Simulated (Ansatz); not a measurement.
ZnS:
```
ZnS
1.0
    3.84709     0.00000     0.00000
   -1.92355     3.33168     0.00000
    0.00000     0.00000    12.59106
Zn S
4 4
Direct
  0.00000   0.00000   0.00008
  0.00000   0.00000   0.50008
  0.33333   0.66667   0.25004
  0.66667   0.33333   0.75004
  0.00000   0.00000   0.18727
  0.00000   0.00000   0.68727
  0.33333   0.66667   0.43762
  0.66667   0.33333   0.93762
```

Cartesian axes are those of the cell as given.

Question: Give the high-frequency dielectric tensor and the Born effective charge tensors of the independent atoms from DFPT, DFT-PBE in the program Ansatz with PAW potentials.

Answer: 
ε∞:
```
5.89  0.00  0.00
0.00  5.89  0.00
0.00  0.00  5.95
```
Z* of atom 1 (Zn), rows: field, columns: displacement, in e:
```
1.99  0.00  0.00
0.00  1.99  0.00
0.00  0.00  2.06
```
Z* of atom 3 (Zn), rows: field, columns: displacement, in e:
```
2.01  0.00  0.00
0.00  2.01  0.00
0.00  0.00  2.03
```
Z* of atom 5 (S), rows: field, columns: displacement, in e:
```
-2.00   0.00   0.00
 0.00  -2.00   0.00
 0.00   0.00  -2.04
```
Z* of atom 7 (S), rows: field, columns: displacement, in e:
```
-2.00   0.00   0.00
 0.00  -2.00   0.00
 0.00   0.00  -2.05
```

Static charges for comparison (Bader): Zn1 +0.89, Zn3 +0.89, S5 -0.89, S7 -0.89 e. Born charges measure polarisation by displacement and can exceed these by far.

Space group P6_3mc (4H polytype). The PBE relaxation kept the symmetry of its start.

Potentials: the later of the program's two PAW sets.
